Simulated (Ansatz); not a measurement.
BeS:
```xyz
4
Lattice="2.8224 1.6438 0.0000 -2.8224 1.6438 0.0000 -1.9076 0.0000 5.3272" Properties=species:S:1:pos:R:3 pbc="T T T"
Be     0.4574     0.8219     2.6636
Be    -1.4112     0.8219     0.0000
S     -1.4307     0.9610     3.9954
S     -0.4769     2.3266     1.3318
```

Relaxed with HSE06. Special points in fractions of this cell's reciprocal vectors: Γ (0.000, 0.000, 0.000); C (0.346, 0.346, 0.000); C2 (-0.346, 0.654, 0.000); Y2 (-0.500, 0.500, 0.000); M2 (-0.500, 0.500, 0.500); D (-0.314, 0.686, 0.500); D2 (0.314, 0.314, 0.500); A (0.000, 0.000, 0.500); L2 (0.000, 0.500, 0.500); V2 (0.000, 0.500, 0.000).

Problem. List the band energies nearest the valence-band maximum at these points for the program Ansatz at the HSE06 level (PAW).

Solution. In eV from the valence-band maximum; about four levels below and three above (degenerate sets whole), none deeper than 8.9 eV; points with the same levels are listed once.

```
k                     below                above
--  -----------------------  -------------------
Γ   -0.62 -0.61 -0.57 -0.32       5.01 5.07 5.10
C   -6.19 -4.68 -3.25 -1.93       3.48 5.29 5.90
Y2  -3.60 -3.56 -1.00 -0.58       1.92 4.66 4.93
M2  -4.12 -4.12 -2.50 -2.50  3.32 3.32 7.54 7.54
D   -5.18 -5.18 -2.64 -2.64  3.91 3.91 7.74 7.74
A   -1.01 -1.01 -0.20 -0.20  5.93 5.93 6.69 6.69
L2  -3.64 -3.53 -0.98 -0.65       2.13 4.84 4.93
V2  -4.60 -3.46 -2.50 -2.38       3.24 3.55 7.44
```

Space group C2/c. A made-up cell: these elements were put on the sites of a structure type; neither database checked (COD, Materials Project) lists it. COD files the formula under space group No. 216. Whether it is the stable phase at ambient conditions was not checked. The HSE06 relaxation kept the symmetry of its start; its stability against distortions is not shown here. The hybrid was solved on a coarse mesh, the path and, where they were found, the r²SCAN edge points; its band edges are the extreme levels among these.

Potentials: the later of the program's two PAW sets.
